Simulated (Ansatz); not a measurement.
YCl (R-3m): electronic heat capacity and spin susceptibility from the density of states

Method: Ansatz 0.2.0, DFT r2SCAN, scalar-relativistic, plane waves, PAW.

Cutoff 500 eV; k points 15×15×15 on the computed 4-atom cell (Γ-centred); Gaussian smearing, width 0.10 eV; no spin polarisation.

Relaxed cell: R-3m, a = 3.764 Å, b = 3.764 Å, c = 28.545 Å, α = 90.00°, β = 90.00°, γ = 120.00°, 4 atoms in the primitive cell. Whether it is the stable form of this composition wasn't checked.

The density of states at the Fermi level is 21.905 states/eV in the cell of 4 atoms (2 formula units; both spins, tetrahedra on a 23×23×23 mesh).

Q: What Sommerfeld coefficient and Pauli susceptibility does this give?

A: Per formula unit N(E_F) = 10.953 states/eV. γ = (π²/3) k_B² N(E_F) N_A = 2.357 mJ/(mol K²) per state/eV, so γ = 25.8 mJ/(mol K²), a mole of formula units. χ_P = μ_B² N(E_F) N_A = 3.23×10⁻⁵ emu/mol per state/eV gives 35.4×10⁻⁵ emu/mol. This is the bare band result: a measured γ of the same phase is as a rule larger by a factor 1 + λ from phonons and spin fluctuations, the spin part of χ is larger by the Stoner factor, and a measured χ also holds orbital and core terms. N(E_F) at one energy is sensitive to the mesh where the density of states has sharp peaks.

The cell holds layers, and where no dispersion correction was added their binding is poorly described.